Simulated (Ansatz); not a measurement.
Input, command and steps of an Ansatz relaxation.

```yaml
crystal:
  lattice:
    - [16.75446008, 0.0, 0.0]
    - [0.0, 3.39205627, 0.0]
    - [0.0, 0.0, 7.93228258]
  atoms:
    - { symbol: Nb, position: [0.77388289, 0.25, 0.32690554] }
    - { symbol: Nb, position: [0.22611711, 0.75, 0.67309446] }
    - { symbol: Nb, position: [0.72611711, 0.75, 0.82690554] }
    - { symbol: Nb, position: [0.27388289, 0.25, 0.17309446] }
    - { symbol: Nb, position: [0.59487219, 0.25, 0.33529654] }
    - { symbol: Nb, position: [0.40512781, 0.75, 0.66470346] }
    - { symbol: Nb, position: [0.90512781, 0.75, 0.83529654] }
    - { symbol: Nb, position: [0.09487219, 0.25, 0.16470346] }
    - { symbol: P, position: [0.68528916, 0.75, 0.15350928] }
    - { symbol: P, position: [0.31471084, 0.25, 0.84649072] }
    - { symbol: P, position: [0.81471084, 0.25, 0.65350928] }
    - { symbol: P, position: [0.18528916, 0.75, 0.34649072] }
    - { symbol: P, position: [0.81496455, 0.25, 0.00296439] }
    - { symbol: P, position: [0.18503545, 0.75, 0.99703561] }
    - { symbol: P, position: [0.68503545, 0.75, 0.50296439] }
    - { symbol: P, position: [0.31496455, 0.25, 0.49703561] }
    - { symbol: P, position: [0.04001689, 0.25, 0.46306256] }
    - { symbol: P, position: [0.95998311, 0.75, 0.53693744] }
    - { symbol: P, position: [0.45998311, 0.75, 0.96306256] }
    - { symbol: P, position: [0.54001689, 0.25, 0.03693744] }
    - { symbol: P, position: [0.38519008, 0.75, 0.18393934] }
    - { symbol: P, position: [0.61480992, 0.25, 0.81606066] }
    - { symbol: P, position: [0.11480992, 0.25, 0.68393934] }
    - { symbol: P, position: [0.88519008, 0.75, 0.31606066] }
    - { symbol: P, position: [0.97760149, 0.75, 0.12134628] }
    - { symbol: P, position: [0.02239851, 0.25, 0.87865372] }
    - { symbol: P, position: [0.52239851, 0.25, 0.62134628] }
    - { symbol: P, position: [0.47760149, 0.75, 0.37865372] }
basis:
  ecutwfc: 420
kpoints:
  mp_grid: { grid: [2, 10, 6] }
hamiltonian:
  xc: pbesol
scf:
  occupations: { method: gaussian, width: 0.1 }
output:
  forces: true
  stress: true
  eigenvalues: true
relax:
  adjacent_minimum: "off"
  f_tol: 0.005
  max_steps: 80
  cell: { stress_tol: 0.05 }
```

```bash
ansatz run input.yaml --threads 4 --pin off --max-ram 10240MiB --backend cpu --events-out ev --progress --plain --runs-dir out
```

Computed with Ansatz 0.2.0, DFT PBEsol, scalar-relativistic, plane waves, PAW.

Of 8 frames 6 are shown, positions in Å and forces in eV/Å; the SCF threshold varies from step to step. Steps run on the plane waves of an earlier cell, with a Pulay correction in the pressure. The basis is chosen afresh for the last frame, the zero of the energies, and at times for earlier ones too; energy and pressure can step there, also at an unchanged geometry. Where two frames share a geometry here, they differ by under 2 meV/atom and 0.3 GPa. The mark taken_back stands on steps that the optimiser undid.

```xyz
28
Lattice="16.7545 0.0000 0.0000 0.0000 3.3921 0.0000 0.0000 0.0000 7.9323" Properties=species:S:1:pos:R:3:forces:R:3 pbc="T T T" step=1 free_energy_over_end_meV_per_atom=13.22 pressure_GPa=-4.77
Nb   12.9660    0.8480    2.5931    0.0206    0.0000   -0.0122
Nb    3.7885    2.5440    5.3392   -0.0206    0.0000    0.0122
Nb   12.1657    2.5440    6.5592   -0.0206    0.0000   -0.0122
Nb    4.5888    0.8480    1.3730    0.0206    0.0000    0.0122
Nb    9.9668    0.8480    2.6597    0.0519    0.0000   -0.0300
Nb    6.7877    2.5440    5.2726   -0.0519    0.0000    0.0300
Nb   15.1649    2.5440    6.6258   -0.0519    0.0000   -0.0300
Nb    1.5895    0.8480    1.3065    0.0519    0.0000    0.0300
P    11.4817    2.5440    1.2177    0.0174    0.0000   -0.0534
P     5.2728    0.8480    6.7146   -0.0174    0.0000    0.0534
P    13.6500    0.8480    5.1838   -0.0174    0.0000   -0.0534
P     3.1044    2.5440    2.7485    0.0174    0.0000    0.0534
P    13.6543    0.8480    0.0235    0.0199    0.0000    0.0682
P     3.1002    2.5440    7.9088   -0.0199    0.0000   -0.0682
P    11.4774    2.5440    3.9897   -0.0199    0.0000    0.0682
P     5.2771    0.8480    3.9426    0.0199    0.0000   -0.0682
P     0.6705    0.8480    3.6731    0.1455    0.0000   -0.4848
P    16.0840    2.5440    4.2591   -0.1455    0.0000    0.4848
P     7.7068    2.5440    7.6393   -0.1455    0.0000   -0.4848
P     9.0477    0.8480    0.2930    0.1455    0.0000    0.4848
P     6.4537    2.5440    1.4591   -0.5222    0.0000    0.0768
P    10.3008    0.8480    6.4732    0.5222    0.0000   -0.0768
P     1.9236    0.8480    5.4252    0.5222    0.0000    0.0768
P    14.8309    2.5440    2.5071   -0.5222    0.0000   -0.0768
P    16.3792    2.5440    0.9626    0.2342    0.0000   -0.2601
P     0.3753    0.8480    6.9697   -0.2342    0.0000    0.2601
P     8.7525    0.8480    4.9287   -0.2342    0.0000   -0.2601
P     8.0020    2.5440    3.0036    0.2342    0.0000    0.2601
28
Lattice="16.6289 0.0000 0.0000 0.0000 3.2269 0.0000 0.0000 0.0000 7.8151" Properties=species:S:1:pos:R:3:forces:R:3 pbc="T T T" step=2 free_energy_over_end_meV_per_atom=15.94 pressure_GPa=5.20 taken_back
Nb   12.8104    0.8067    2.5826    0.8601    0.0000   -0.0608
Nb    3.8185    2.4202    5.2325   -0.8601    0.0000    0.0608
Nb   12.1330    2.4202    6.4901   -0.8601    0.0000   -0.0608
Nb    4.4959    0.8067    1.3250    0.8601    0.0000    0.0608
Nb    9.9055    0.8067    2.6408   -0.5493    0.0000   -0.0600
Nb    6.7235    2.4202    5.1743    0.5493    0.0000    0.0600
Nb   15.0379    2.4202    6.5483    0.5493    0.0000   -0.0600
Nb    1.5910    0.8067    1.2668   -0.5493    0.0000    0.0600
P    11.3661    2.4202    1.1719    0.1203    0.0000   -0.0380
P     5.2628    0.8067    6.6432   -0.1203    0.0000    0.0380
P    13.5772    0.8067    5.0794   -0.1203    0.0000   -0.0380
P     3.0517    2.4202    2.7357    0.1203    0.0000    0.0380
P    13.5811    0.8067    0.1049   -0.0358    0.0000    0.0341
P     3.0478    2.4202    7.7102    0.0358    0.0000   -0.0341
P    11.3622    2.4202    4.0125    0.0358    0.0000    0.0341
P     5.2667    0.8067    3.8026   -0.0358    0.0000   -0.0341
P     0.7004    0.8067    3.5805   -0.4404    0.0000    0.2172
P    15.9285    2.4202    4.2346    0.4404    0.0000   -0.2172
P     7.6140    2.4202    7.4880    0.4404    0.0000    0.2172
P     9.0149    0.8067    0.3271   -0.4404    0.0000   -0.2172
P     6.3576    2.4202    1.4264   -0.0170    0.0000   -0.0821
P    10.2713    0.8067    6.3887    0.0170    0.0000    0.0821
P     1.9568    0.8067    5.3340    0.0170    0.0000   -0.0821
P    14.6721    2.4202    2.4812   -0.0170    0.0000    0.0821
P    16.2431    2.4202    0.9578    0.2734    0.0000   -0.1890
P     0.3858    0.8067    6.8574   -0.2734    0.0000    0.1890
P     8.7002    0.8067    4.8653   -0.2734    0.0000   -0.1890
P     7.9287    2.4202    2.9498    0.2734    0.0000    0.1890
28
Lattice="16.6824 0.0000 0.0000 0.0000 3.3180 0.0000 0.0000 0.0000 7.8641" Properties=species:S:1:pos:R:3:forces:R:3 pbc="T T T" step=3 free_energy_over_end_meV_per_atom=0.56 pressure_GPa=-0.27
Nb   12.9001    0.8295    2.5804    0.1572    0.0000   -0.0286
Nb    3.7823    2.4885    5.2836   -0.1572    0.0000    0.0286
Nb   12.1235    2.4885    6.5125   -0.1572    0.0000   -0.0286
Nb    4.5589    0.8295    1.3516    0.1572    0.0000    0.0286
Nb    9.9295    0.8295    2.6444   -0.0605    0.0000   -0.0380
Nb    6.7529    2.4885    5.2197    0.0605    0.0000    0.0380
Nb   15.0941    2.4885    6.5764    0.0605    0.0000   -0.0380
Nb    1.5883    0.8295    1.2877   -0.0605    0.0000    0.0380
P    11.4279    2.4885    1.1932    0.0195    0.0000   -0.0247
P     5.2545    0.8295    6.6708   -0.0195    0.0000    0.0247
P    13.5957    0.8295    5.1253   -0.0195    0.0000   -0.0247
P     3.0867    2.4885    2.7388    0.0195    0.0000    0.0247
P    13.6045    0.8295    0.0569    0.0107    0.0000    0.0368
P     3.0779    2.4885    7.8072   -0.0107    0.0000   -0.0368
P    11.4191    2.4885    3.9889   -0.0107    0.0000    0.0368
P     5.2633    0.8295    3.8751    0.0107    0.0000   -0.0368
P     0.6808    0.8295    3.6201   -0.0744    0.0000   -0.0994
P    16.0016    2.4885    4.2440    0.0744    0.0000    0.0994
P     7.6604    2.4885    7.5521    0.0744    0.0000   -0.0994
P     9.0220    0.8295    0.3119   -0.0744    0.0000    0.0994
P     6.4088    2.4885    1.4456   -0.2171    0.0000   -0.0061
P    10.2736    0.8295    6.4184    0.2171    0.0000    0.0061
P     1.9324    0.8295    5.3777    0.2171    0.0000   -0.0061
P    14.7500    2.4885    2.4864   -0.2171    0.0000    0.0061
P    16.3130    2.4885    0.9519    0.1675    0.0000   -0.1654
P     0.3694    0.8295    6.9122   -0.1675    0.0000    0.1654
P     8.7106    0.8295    4.8839   -0.1675    0.0000   -0.1654
P     7.9718    2.4885    2.9802    0.1675    0.0000    0.1654
28
Lattice="16.7140 0.0000 0.0000 0.0000 3.3046 0.0000 0.0000 0.0000 7.8618" Properties=species:S:1:pos:R:3:forces:R:3 pbc="T T T" step=5 free_energy_over_end_meV_per_atom=-0.07 pressure_GPa=-0.05
Nb   12.9325    0.8262    2.5710    0.0187    0.0000    0.0057
Nb    3.7815    2.4785    5.2908   -0.0187    0.0000   -0.0057
Nb   12.1385    2.4785    6.5019   -0.0187    0.0000    0.0057
Nb    4.5755    0.8262    1.3599    0.0187    0.0000   -0.0057
Nb    9.9511    0.8262    2.6373    0.0140    0.0000    0.0041
Nb    6.7629    2.4785    5.2245   -0.0140    0.0000   -0.0041
Nb   15.1198    2.4785    6.5682   -0.0140    0.0000    0.0041
Nb    1.5941    0.8262    1.2936    0.0140    0.0000   -0.0041
P    11.4560    2.4785    1.1826    0.0057    0.0000   -0.0054
P     5.2580    0.8262    6.6792   -0.0057    0.0000    0.0054
P    13.6150    0.8262    5.1135   -0.0057    0.0000   -0.0054
P     3.0990    2.4785    2.7483    0.0057    0.0000    0.0054
P    13.6283    0.8262    0.0530    0.0200    0.0000   -0.0017
P     3.0857    2.4785    7.8088   -0.0200    0.0000    0.0017
P    11.4426    2.4785    3.9839   -0.0200    0.0000   -0.0017
P     5.2713    0.8262    3.8779    0.0200    0.0000    0.0017
P     0.6805    0.8262    3.6194   -0.0088    0.0000   -0.0047
P    16.0334    2.4785    4.2423    0.0088    0.0000    0.0047
P     7.6764    2.4785    7.5503    0.0088    0.0000   -0.0047
P     9.0375    0.8262    0.3115   -0.0088    0.0000    0.0047
P     6.4184    2.4785    1.4525   -0.0014    0.0000   -0.0001
P    10.2955    0.8262    6.4092    0.0014    0.0000    0.0001
P     1.9386    0.8262    5.3834    0.0014    0.0000   -0.0001
P    14.7754    2.4785    2.4783   -0.0014    0.0000    0.0001
P    16.3572    2.4785    0.9363    0.0054    0.0000    0.0009
P     0.3568    0.8262    6.9254   -0.0054    0.0000   -0.0009
P     8.7138    0.8262    4.8672   -0.0054    0.0000    0.0009
P     8.0002    2.4785    2.9945    0.0054    0.0000   -0.0009
28
Lattice="16.6903 0.0000 0.0000 0.0000 3.3066 0.0000 0.0000 0.0000 7.8654" Properties=species:S:1:pos:R:3:forces:R:3 pbc="T T T" step=6 free_energy_over_end_meV_per_atom=-0.09 pressure_GPa=0.03
Nb   12.9153    0.8267    2.5726    0.0089    0.0000    0.0013
Nb    3.7750    2.4800    5.2927   -0.0089    0.0000   -0.0013
Nb   12.1202    2.4800    6.5053   -0.0089    0.0000    0.0013
Nb    4.5701    0.8267    1.3600    0.0089    0.0000   -0.0013
Nb    9.9383    0.8267    2.6383   -0.0085    0.0000    0.0055
Nb    6.7520    2.4800    5.2271    0.0085    0.0000   -0.0055
Nb   15.0971    2.4800    6.5710    0.0085    0.0000    0.0055
Nb    1.5932    0.8267    1.2944   -0.0085    0.0000   -0.0055
P    11.4411    2.4800    1.1828    0.0011    0.0000   -0.0022
P     5.2492    0.8267    6.6825   -0.0011    0.0000    0.0022
P    13.5943    0.8267    5.1155   -0.0011    0.0000   -0.0022
P     3.0960    2.4800    2.7499    0.0011    0.0000    0.0022
P    13.6100    0.8267    0.0536    0.0074    0.0000    0.0002
P     3.0803    2.4800    7.8118   -0.0074    0.0000   -0.0002
P    11.4254    2.4800    3.9863   -0.0074    0.0000    0.0002
P     5.2649    0.8267    3.8791    0.0074    0.0000   -0.0002
P     0.6791    0.8267    3.6204    0.0025    0.0000   -0.0021
P    16.0112    2.4800    4.2449   -0.0025    0.0000    0.0021
P     7.6660    2.4800    7.5531   -0.0025    0.0000   -0.0021
P     9.0243    0.8267    0.3123    0.0025    0.0000    0.0021
P     6.4106    2.4800    1.4530   -0.0023    0.0000    0.0029
P    10.2797    0.8267    6.4124    0.0023    0.0000   -0.0029
P     1.9346    0.8267    5.3857    0.0023    0.0000    0.0029
P    14.7557    2.4800    2.4797   -0.0023    0.0000   -0.0029
P    16.3351    2.4800    0.9358   -0.0051    0.0000    0.0059
P     0.3552    0.8267    6.9296    0.0051    0.0000   -0.0059
P     8.7004    0.8267    4.8684    0.0051    0.0000    0.0059
P     7.9899    2.4800    2.9969   -0.0051    0.0000   -0.0059
28
Lattice="16.6965 0.0000 0.0000 0.0000 3.3059 0.0000 0.0000 0.0000 7.8651" Properties=species:S:1:pos:R:3:forces:R:3 pbc="T T T" step=8 free_energy_over_end_meV_per_atom=0.00 pressure_GPa=-0.01
Nb   12.9204    0.8265    2.5735   -0.0014    0.0000   -0.0002
Nb    3.7761    2.4794    5.2916    0.0014    0.0000    0.0002
Nb   12.1243    2.4794    6.5060    0.0014    0.0000   -0.0002
Nb    4.5721    0.8265    1.3590   -0.0014    0.0000    0.0002
Nb    9.9412    0.8265    2.6389    0.0037    0.0000   -0.0018
Nb    6.7552    2.4794    5.2261   -0.0037    0.0000    0.0018
Nb   15.1035    2.4794    6.5715   -0.0037    0.0000   -0.0018
Nb    1.5930    0.8265    1.2936    0.0037    0.0000    0.0018
P    11.4456    2.4794    1.1838    0.0002    0.0000   -0.0020
P     5.2509    0.8265    6.6812   -0.0002    0.0000    0.0020
P    13.5991    0.8265    5.1164   -0.0002    0.0000   -0.0020
P     3.0974    2.4794    2.7487    0.0002    0.0000    0.0020
P    13.6165    0.8265    0.0543   -0.0016    0.0000    0.0026
P     3.0800    2.4794    7.8108    0.0016    0.0000   -0.0026
P    11.4282    2.4794    3.9868    0.0016    0.0000    0.0026
P     5.2683    0.8265    3.8783   -0.0016    0.0000   -0.0026
P     0.6794    0.8265    3.6199   -0.0022    0.0000    0.0029
P    16.0171    2.4794    4.2452    0.0022    0.0000   -0.0029
P     7.6688    2.4794    7.5524    0.0022    0.0000    0.0029
P     9.0276    0.8265    0.3127   -0.0022    0.0000   -0.0029
P     6.4128    2.4794    1.4523   -0.0019    0.0000   -0.0002
P    10.2837    0.8265    6.4127    0.0019    0.0000    0.0002
P     1.9355    0.8265    5.3849    0.0019    0.0000   -0.0002
P    14.7610    2.4794    2.4802   -0.0019    0.0000    0.0002
P    16.3407    2.4794    0.9367   -0.0023    0.0000   -0.0007
P     0.3558    0.8265    6.9284    0.0023    0.0000    0.0007
P     8.7041    0.8265    4.8692    0.0023    0.0000   -0.0007
P     7.9924    2.4794    2.9958   -0.0023    0.0000    0.0007
```

The run took 4.9 min on 4 threads of Oxide Virtual Turin-like Processor (Zen 5) (shared host), peak memory 2.9 GiB.